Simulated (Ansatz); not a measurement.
MgF2, in the lowest of the structures calculated here: P4₂/mnm (No. 136), tP6, rutile type; a = 4.639 Å, b = 4.639 Å, c = 3.063 Å, α = 90.00°, β = 90.00°, γ = 90.00°; Mg 2a (0.000, 0.000, 0.000); F 4f (0.303, 0.303, 0.000). All values below come from PBEsol (plane waves to 420 eV, PAW, scalar-relativistic; Ansatz, a first-principles code). Element references, the lowest calculated here: Mg (P6₃/mmc), F (R-3m, a generated molecular cell); gases are represented by their molecular solids.

Total energies (eV/atom, σ → 0; comparable only within this code, potentials and settings):

```
phase           E (eV/atom)
--------------  -----------
MgF2 (P4₂/mnm)    -1172.649
Mg (P6₃/mmc)      -1912.052
F (R-3m)           -797.657
```

Q: What is the formation energy of this P4₂/mnm form of MgF2 from the elements?

A: E_f = -1172.649 − [1 × (-1912.052) + 2 × (-797.657)] / 3 = -3.53 eV/atom (-10.6 eV per formula unit).

Static energies, no anion corrections, no zero-point energy. Values are rounded to 0.01 eV/atom. The compounds carry no spin polarisation.
